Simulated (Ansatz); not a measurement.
Task: Ga (α-Ga, space group No. 64) is relaxed with the program Ansatz at the r²SCAN level (PAW). What lattice parameters of the conventional cell result?

Result: a = 4.472 Å, b = 7.595 Å, c = 4.525 Å.

Task: Give the free coordinates with the occupied sites.

Result: In one choice of origin and axes:

| atom | site | symmetry | x | y | z |
|---|---|---|---|---|---|
| Ga | 8f | m.. | 0.0000 | 0.3440 | 0.4154 |

Space group Cmce (α-Ga). Symmetry was held in the r²SCAN relaxation. Axis ratios of metals converge slowly with the k-mesh, so a and c are less sure than the volume.

Potentials: the later of the program's two PAW sets.
